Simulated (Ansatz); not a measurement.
## Data sheet: AlNi (DFT)

AlNi in space group Fd-3m (No. 227; Ni on 8b, Al on 8a), a = b = c = 5.8464 Å, α = β = γ = 90.00°; the cell used has 4 atoms.

Space group Fd-3m (No. 227); conventional cell a = 5.846 Å, b = 5.846 Å, c = 5.846 Å, α = 90.00°, β = 90.00°, γ = 90.00°.

Method: DFT-PBE in the program Ansatz with PAW potentials. Structure relaxed to zero pressure with the same functional. Other levels are named where they apply.

Cell and energy:

```json
{
 "volume_per_atom": "12.49 Å³",
 "density": "5.70 g/cm³",
 "Formation energy from the elements (no fitted shifts)": "-0.33 eV/atom"
}
```

Electronic structure:

```json
{
 "electronic_character": "metallic (no gap)",
 "Density of states at the Fermi level": "0.46 states/eV per atom (mean over ±0.08 eV)"
}
```

Magnetism:

```json
{
  "magnetic_order": "non-magnetic (starting moments vanished)"
}
```

Mechanics:

```json
{
  "Bulk modulus (Birch–Murnaghan fit)": "146 GPa",
  "Pressure derivative B′": "4.4"
}
```

The start of the workflow was typed in or built on a structure type; neither database checked (COD, Materials Project) lists it. It is not the phase usual at ambient conditions (space group No. 221). Symmetry was held in the PBE relaxation; its stability against distortions is not shown here. The workflow began spin-polarised and lost its moments. The references are the lowest solids computed at this level, not always the standard phases.

Potentials: the earlier of the program's two PAW sets.
